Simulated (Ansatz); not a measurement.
**What DFT gives for HPtO2**

```xyz
16
Lattice="10.2954 0.0000 0.0000 0.0000 3.1283 0.0000 0.0000 0.0000 4.7618" Properties=species:S:1:pos:R:3 pbc="T T T"
Pt    8.7769    0.7821    0.2329
Pt    6.6663    2.3462    2.6137
Pt    3.6291    0.7821    2.1480
Pt    1.5186    2.3462    4.5289
O     2.0776    0.7821    3.3623
O     3.0701    2.3462    0.9814
O     7.2253    0.7821    3.7804
O     8.2178    2.3462    1.3995
O     0.5312    0.7821    0.9766
O     4.6165    2.3462    3.3575
O     5.6790    0.7821    1.4043
O     9.7642    2.3462    3.7851
H     0.8463    0.7821    1.9500
H     4.3014    2.3462    4.3308
H     5.9940    0.7821    0.4309
H     9.4491    2.3462    2.8118
```

The numbers come from plane-wave PAW DFT (Ansatz): r2SCAN, no spin polarisation, 500 eV, 3×10×7 Γ-centred k points, fermi-dirac occupations (width 0.1 eV). Nothing was relaxed.

(1) What does the stress say?

(2) Metal or insulator?

(3) Which atom feels the largest force, and which way?

(4) Give the Bader charges.

Origin: a known structure type with other elements, at an estimated volume, so it need not be a known compound. Caveats: many states at the Fermi level without spin polarisation, so a magnetic state may lie lower; atoms or cell far from equilibrium.

Results:

(1) The pressure is 7.0 GPa (compression positive), so with the atoms held at these fractions the cell would first expand; the forces are large, so a full relaxation may end otherwise. The principal stresses -1.9, 10.4, 12.5 GPa differ, so its shape would change too.

(2) It is a metal, with about 7.4 states/eV a cell as the mean within 0.25 eV of the Fermi level, mostly Pt d (61 %) and O p (27 %).

(3) The largest is on Pt1 (and as large on other atoms): 2.07 eV/Å, components (2.07, 0.00, -0.10). It makes 139° with the line to a nearest neighbour, O7 at 1.97 Å, pointing away from it.

(4) Bader charges in e: H +0.60, Pt +1.32, O -1.05 to -0.86. In the mean Pt gives up most and O takes most.
